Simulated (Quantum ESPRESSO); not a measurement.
pw.x input (Quantum ESPRESSO 7.5; PBEsol, PseudoDojo standard norm-conserving files, scalar-relativistic):

```
&CONTROL
  calculation = 'scf'
  pseudo_dir = './pseudo'
  outdir = './out'
  tprnfor = .true.
  tstress = .true.
/
&SYSTEM
  ibrav = 0
  nat = 2
  ntyp = 2
  ecutwfc = 84.0
  ecutrho = 336.0
  occupations = 'smearing'
  smearing = 'fd'
  degauss = 0.002
  nbnd = 8
/
&ELECTRONS
  conv_thr = 2e-10
/
ATOMIC_SPECIES
B 10.8100 B.upf
N 14.0070 N.upf
CELL_PARAMETERS angstrom
  0.000000000000   3.334945074000   2.167879719000
  1.253302531000   0.000000000000   2.167879719000
  1.253302531000   3.334945074000   0.000000000000
ATOMIC_POSITIONS crystal
B   0.000108976700   0.000108976700   0.999891023300
N   0.666591023300   0.666591023300   0.333408976700
K_POINTS automatic
12 12 12 0 0 0
```

End of the output:

```
     total energy              =     -26.73909468 Ry
     estimated scf accuracy    <       0.00000070 Ry
     total energy              =     -26.73909485 Ry
     estimated scf accuracy    <       0.00000002 Ry
     total energy              =     -26.73909485 Ry
     estimated scf accuracy    <          1.7E-09 Ry
[...]
     the Fermi energy is     7.5326 ev
!    total energy              =     -26.73909485 Ry
     estimated scf accuracy    <          3.8E-12 Ry
     smearing contrib. (-TS)   =      -0.00000000 Ry
     internal energy E=F+TS    =     -26.73909485 Ry
     The total energy is F=E-TS. E is the sum of the following terms:
     one-electron contribution =      -8.07009495 Ry
     hartree contribution      =       8.18223695 Ry
     xc contribution           =      -8.57855721 Ry
     ewald contribution        =     -18.27267964 Ry
     convergence has been achieved in   9 iterations
     Forces acting on atoms (cartesian axes, Ry/au):
     atom    1 type  1   force =     0.00000000    0.00000000    0.00002115
     atom    2 type  2   force =     0.00000000    0.00000000   -0.00002115
     Total force =     0.000030     Total SCF correction =     0.000000
     Computing stress (Cartesian axis) and pressure
          total   stress  (Ry/bohr**3)                   (kbar)     P=        5.01
   0.00001603   0.00000000  -0.00000000            2.36        0.00       -0.00
   0.00000000   0.00007116   0.00000000            0.00       10.47        0.00
   0.00000000  -0.00000000   0.00001504            0.00       -0.00        2.21
```
In a gapped system the printed Fermi energy is only some level inside the gap.

Geometry relaxed with PBE+D3(BJ).
